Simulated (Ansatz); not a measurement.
C (graphite type, space group P6_3/mmc)

Space group P6₃/mmc (No. 194); a = 2.455 Å, b = 2.455 Å, c = 6.670 Å, α = 90.00°, β = 90.00°, γ = 120.00°

```csv
atom,site,symmetry,x,y,z
C,2b,-6m2,0.0000,0.0000,0.2500
C,2c,-6m2,0.3333,0.6667,0.2500
```

Two coordinates are scanned: the volume, and the ratio of the stretch along z (the conventional c axis) to the stretch across it. Atoms keep their fractional coordinates.

Calculation: r2SCAN+rVV10 (plane waves to 500 eV, PAW, scalar-relativistic; Ansatz, a program for electronic structure). k mesh 15×15×5 (Γ-centred), Fermi-Dirac smearing 0.05 eV. The energy includes the smearing's −TS. Compression counts positive. With partly filled bands, the response to shear is sensitive to the k mesh, so small differences along c/a are uncertain. C was relaxed with its symmetry unable to fall. The PAW data are Ansatz's earlier set. The zero of ΔE is the relaxed starting cell.

ΔE (meV/atom), with V/V₀ across and (c/a)/(c/a)₀ down:

```
(c/a)/(c/a)₀ \ V/V₀  0.920  0.947  0.973  1.000  1.027  1.053  1.080
-------------------  -----  -----  -----  -----  -----  -----  -----
0.920                   10     15     31     57     93    137    187
0.947                   12      4      9     25     51     85    127
0.973                   28      8      1      6     22     47     80
1.000                   57     24      6      0      5     21     45
1.027                  100     54     23      6      1      6     21
1.053                  154     95     52     23      7      3      8
1.080                  220    147     92     51     24      9      5
```

P (GPa), with V/V₀ across and (c/a)/(c/a)₀ down:

```csv
(c/a)/(c/a)₀ \ V/V₀,0.920,0.947,0.973,1.000,1.027,1.053,1.080
0.920,1.5,-7.2,-14.9,-21.6,-27.5,-32.6,-37.1
0.947,10.2,0.8,-7.4,-14.6,-20.9,-26.5,-31.4
0.973,19.0,9.1,0.3,-7.4,-14.2,-20.2,-25.6
1.000,28.1,17.6,8.3,0.0,-7.3,-13.8,-19.5
1.027,37.4,26.2,16.3,7.6,-0.2,-7.2,-13.3
1.053,46.8,35.0,24.5,15.2,7.0,-0.4,-7.0
1.080,56.3,43.9,32.9,23.1,14.3,6.5,-0.5
```

Key numbers:

The modulus against c/a change at fixed volume, (3/4V)·∂²E/∂(ln c/a)² (fit, atoms clamped) comes out as 230 GPa. Lowest place on the grid: V/V₀ = 1.000, (c/a)/(c/a)₀ = 1.000 (0 meV/atom). Highest place on the grid: V/V₀ = 0.920, (c/a)/(c/a)₀ = 1.080 (220 meV/atom).

(A scan under strain: stresses follow from slopes of the energy per volume, elastic moduli from its curvatures.)
